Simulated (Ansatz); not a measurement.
LaHg (CsCl type), conventional cell a = 3.837 Å, b = 3.837 Å, c = 3.837 Å, α = 90.00°, β = 90.00°, γ = 90.00°. The calculation uses the primitive cell of 2 atoms, to which meshes and values per cell refer.

The relaxed cell is deformed in two ways at once: its volume V is scaled, and at that volume it is stretched along z (the c axis of the conventional cell) so that c/a changes. Fractional atomic positions are held.

The numbers are results of PBEsol (plane waves to 420 eV, PAW, scalar-relativistic; Ansatz, a program for electronic structure), not measurements. k mesh 12×12×12 (Γ-centred), Fermi-Dirac smearing 0.05 eV. E stands for the smeared free energy. With partly filled bands, the response to shear is sensitive to the k mesh, so small differences along c/a are uncertain. LaHg is run without spin polarisation. LaHg was relaxed with its symmetry unable to fall. Spin-orbit coupling is left out, though Hg is heavy. ΔE is measured from the relaxed starting cell.

### Question
Give the computed ΔE (eV/atom) at all points of the grid V/V₀ = 0.920, 0.947, 0.973, 1.000, 1.027, 1.053, 1.080 by (c/a)/(c/a)₀ = 0.920, 0.947, 0.973, 1.000, 1.027, 1.053, 1.080.

### Answer
ΔE (eV/atom), with V/V₀ across and (c/a)/(c/a)₀ down:

| (c/a)/(c/a)₀ \ V/V₀ | 0.920 | 0.947 | 0.973 | 1.000 | 1.027 | 1.053 | 1.080 |
|---|---|---|---|---|---|---|---|
| 0.920 | 0.043 | 0.022 | 0.010 | 0.007 | 0.011 | 0.021 | 0.036 |
| 0.947 | 0.040 | 0.019 | 0.007 | 0.003 | 0.006 | 0.016 | 0.032 |
| 0.973 | 0.039 | 0.017 | 0.004 | 0.001 | 0.004 | 0.014 | 0.029 |
| 1.000 | 0.038 | 0.016 | 0.004 | 0.000 | 0.003 | 0.013 | 0.028 |
| 1.027 | 0.038 | 0.017 | 0.004 | 0.001 | 0.004 | 0.014 | 0.029 |
| 1.053 | 0.040 | 0.018 | 0.006 | 0.003 | 0.006 | 0.016 | 0.031 |
| 1.080 | 0.042 | 0.021 | 0.009 | 0.006 | 0.010 | 0.020 | 0.035 |

(Under strain, the slope of the energy per volume gives the stress and its curvature an elastic modulus.)
